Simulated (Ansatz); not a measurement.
Relaxed-ion elastic tensor of Te2W in space group P6_3/mmc (No. 194; Te on 4f, W on 2c) in GPa (Voigt order), DFT-LDA in the program Ansatz with PAW potentials; density 10.08 g/cm³, 24.12 Å³ per atom.

```
 149  27.1  13.7   0.0   0.0   0.0
27.1   149  13.7   0.0   0.0   0.0
13.7  13.7  52.2   0.0   0.0   0.0
 0.0   0.0   0.0  26.4   0.0   0.0
 0.0   0.0   0.0   0.0  26.4   0.0
 0.0   0.0   0.0   0.0   0.0  60.9
```

### Question
Is the crystal mechanically stable?

### Answer
Yes: the smallest eigenvalue of C is 26.4 GPa.

### Question
Work out the Voigt, Reuss and Hill averages.

### Answer
K_V = 51.0, K_R = 39.0, K_H = 45.0; G_V = 42.4, G_R = 34.9, G_H = 38.6 GPa.

### Question
Give Young's modulus, Poisson's ratio, Pugh's ratio and the universal anisotropy index.

### Answer
E = 9KG/(3K + G) = 90.1 GPa; ν = 0.17; K/G = 1.16 (brittle by the Pugh limit of 1.75); A_U = 5G_V/G_R + K_V/K_R − 6 = 1.39.

### Question
Estimate the sound speeds and the Debye temperature.

### Answer
v_l = √((K + 4G/3)/ρ) = 3100 m/s, v_t = √(G/ρ) = 1960 m/s, mean 2150 m/s; Θ = (h/k)(3n/4πV)^(1/3) v_m = 222 K.

### Question
Solve the Christoffel equation for the three sound speeds along x, y, z.

### Answer
Eigenvalues of C_ijkl n_j n_l equal ρv². In km/s, slowest first: x 1.62, 2.46, 3.85; y 1.62, 2.46, 3.85; z 1.62, 1.62, 2.28.

### Question
How much does each axis shrink under pressure?

### Answer
Linear compressibilities β_i = Σ_j S_ij (j = 1 to 3): x 4.4, y 4.4, z 17 per TPa.

The first step of the workflow began from a Materials Project structure, measured or hypothetical; the Crystallography Open Database copy checked does not list it. COD files the formula under space group No. 31. Its standing as an ambient phase is unchecked. Symmetry was held in the LDA relaxation; whether a distortion lowers the energy is not shown. No spin polarisation was allowed. A crystal of weakly bound layers computed without a dispersion correction: the cell and the soft elastic constants depend strongly on that. Scalar-relativistic: spin–orbit coupling is off unless named, which matters more the heavier the elements.

Potentials: the earlier of the program's two PAW sets. The files were generated under PBE; for other functionals the program regenerates the frozen cores, and for LDA and PBEsol the local potential too.
